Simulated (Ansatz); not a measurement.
SrPt$_{5}$:
```cif
data_Pt5Sr
_chemical_formula_sum 'Pt5 Sr1'
_space_group_name_H-M_alt 'P 1'
_space_group_IT_number 1
_cell_length_a 5.45111
_cell_length_b 5.45111
_cell_length_c 4.35544
_cell_angle_alpha 90.000
_cell_angle_beta 90.000
_cell_angle_gamma 120.000
loop_
_space_group_symop_operation_xyz
  'x, y, z'
loop_
_atom_site_label
_atom_site_type_symbol
_atom_site_fract_x
_atom_site_fract_y
_atom_site_fract_z
_atom_site_occupancy
Pt1 Pt 0.50000 0.00000 0.50000 1
Pt2 Pt 0.50000 0.50000 0.50000 1
Pt3 Pt 0.00000 0.50000 0.50000 1
Pt4 Pt 0.33333 0.66667 0.00000 1
Pt5 Pt 0.66667 0.33333 0.00000 1
Sr1 Sr 0.00000 0.00000 0.00000 1
```

Relaxed with r²SCAN.

Tabulate the valence density and the electron localisation function along the shortest Pt–Sr contact (3.15 Å), the program Ansatz at the r²SCAN level (PAW).



| distance from Pt (Å) | density (e/Å³) | ELF |
|---|---|---|
| 0.31 | 10.03 | 0.67 |
| 0.47 | 7.63 | 0.66 |
| 0.63 | 4.83 | 0.62 |
| 0.79 | 2.48 | 0.55 |
| 0.94 | 1.13 | 0.47 |
| 1.10 | 0.58 | 0.42 |
| 1.26 | 0.33 | 0.39 |
| 1.42 | 0.21 | 0.30 |
| 1.57 | 0.15 | 0.14 |
| 1.73 | 0.14 | 0.07 |
| 1.89 | 0.19 | 0.12 |
| 2.05 | 0.36 | 0.43 |
| 2.20 | 0.74 | 0.76 |
| 2.36 | 1.42 | 0.86 |
| 2.52 | 2.25 | 0.85 |
| 2.68 | 2.74 | 0.72 |
| 2.83 | 2.40 | 0.35 |

The density is the valence pseudo-density with augmentation charge, so density and ELF within about 1 Å of a nucleus are not all-electron values.

Space group P6/mmm. The workflow started from an entry of the Crystallography Open Database (COD). Whether it is the stable phase at ambient conditions was not checked. Symmetry was held in the r²SCAN relaxation; whether a distortion lowers the energy is not shown. No spin polarisation was allowed. Spin–orbit coupling is left out wherever it is not named.

Potentials: the later of the program's two PAW sets.
